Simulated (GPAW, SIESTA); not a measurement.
This is a calculation of As2Se for SIESTA 5.4.2. The cell comes from a database or a generator and needn't be the stable form of this composition.

Contents of As2Se.fdf:

```
SystemName                      As2Se
SystemLabel                     As2Se
NumberOfSpecies                 2
NumberOfAtoms                   6
%block ChemicalSpeciesLabel
  1  34 Se
  2  33 As
%endblock ChemicalSpeciesLabel

LatticeConstant                 1.0 Ang
%block LatticeVectors
    -3.5294180000     3.5294180000     2.6535710000
     3.5294180000    -3.5294180000     2.6535710000
     3.5294180000     3.5294180000    -2.6535710000
%endblock LatticeVectors
AtomicCoordinatesFormat         Fractional
%block AtomicCoordinatesAndAtomicSpecies
     0.2500000000     0.7500000000     0.5000000000  1  Se
     0.5000000000     0.5000000000     0.0000000000  1  Se
     0.8750000000     0.1250000000     0.2500000000  2  As
     0.8750000000     0.6250000000     0.7500000000  2  As
     0.3750000000     0.1250000000     0.2500000000  2  As
     0.8750000000     0.1250000000     0.7500000000  2  As
%endblock AtomicCoordinatesAndAtomicSpecies

%block kgrid.MonkhorstPack
    6   0   0  0.0
    0   6   0  0.0
    0   0   6  0.0
%endblock kgrid.MonkhorstPack
XC.Functional                   GGA
XC.Authors                      PBEsol
PAO.BasisSize                   DZP
PAO.EnergyShift                 0.003 Ry
Mesh.Cutoff                     500 Ry
OccupationFunction              FD
ElectronicTemperature           0.05 eV
MaxSCFIterations                120
SCF.MustConverge                false
SCF.Mixer.Method                Pulay
SCF.Mixer.Weight                0.25
SCF.Mixer.History               8
SCF.DM.Tolerance                5.0e-05
SCF.H.Tolerance                 1.0e-03 eV
WriteForces                     true
Charge.Mulliken                 end
Charge.Hirshfeld                end
Charge.Voronoi                  end
SaveRho                         true
SaveElectrostaticPotential      true
%block PAO.Basis
  Se 4
  n=4 0 2
    5.129 0.000
  n=4 1 2
    6.708 0.000
  n=3 2 2
    2.662 0.000
  n=4 2 1
    6.708
  As 4
  n=4 0 2
    5.501 0.000
  n=4 1 2
    7.312 0.000
  n=3 2 2
    2.890 0.000
  n=4 2 1
    7.312
%endblock PAO.Basis
```

Potentials or basis: PseudoDojo 0.4 standard (PBEsol files), converted to PSML, two zetas on semicore shells, DZP (energy shift 0.003 Ry; two zetas on semicore shells).

Run with:

```console
$ siesta As2Se.fdf > As2Se.out 2>&1
```

Q: What does the same run look like in GPAW 26.7.0 (ASE script)? Potentials or basis there: PAW data sets generated for this functional, cutoff 600 eV.

A: As run (cutoffs and basis follow the program's own potentials, and thresholds, step limits or extra output files can differ):

run.py

```python
from ase import Atoms
from ase.dft.bandgap import bandgap
from ase.io import write
from ase.units import GPa
from gpaw import GPAW, PW, setup_paths

setup_paths.insert(0, '.')

atoms = Atoms(['Se', 'Se', 'As', 'As', 'As', 'As'],
              cell=[[-3.529418, 3.529418, 2.653571],
                    [3.529418, -3.529418, 2.653571],
                    [3.529418, 3.529418, -2.653571]],
              scaled_positions=[[0.25, 0.75, 0.5],
                                [0.5, 0.5, 0.0],
                                [0.875, 0.125, 0.25],
                                [0.875, 0.625, 0.75],
                                [0.375, 0.125, 0.25],
                                [0.875, 0.125, 0.75]],
              pbc=True)

calc = GPAW(mode=PW(600),
            xc='PBEsol',
            kpts={'size': (6, 6, 6), 'gamma': True},
            occupations={'name': 'fermi-dirac', 'width': 0.05},
            nbands=30,
            convergence={'density': 1e-05, 'energy': 1e-05},
            maxiter=150,
            txt='gpaw.txt')
atoms.calc = calc
energy = atoms.get_potential_energy()
forces = atoms.get_forces()
stress = atoms.get_stress()
calc.write('gs.gpw')
write('result.traj', atoms)
print(f'Energy: {energy:.6f} eV')
print('Forces (eV/A):')
print(forces.round(4))
print('Stress (GPa):', (stress / GPa).round(3))
print('Fermi level:', round(calc.get_fermi_level(), 4), 'eV')
print(f'Gap: {bandgap(calc)[0]:.4f} eV, direct: {bandgap(calc, direct=True)[0]:.4f} eV')
```

Potentials or basis: PAW data sets generated in the run's folder for this functional, pw.

Command:

```sh
$ gpaw-setup -f PBEsol As Se
$ OMP_NUM_THREADS=1 python run.py
```

Both were run:

|  | SIESTA | GPAW |
| --- | --- | --- |
| Pressure | -0.9 GPa | -3.6 GPa |

The potentials hold 92 and 32 valence electrons a cell.

Pressure is positive in compression.
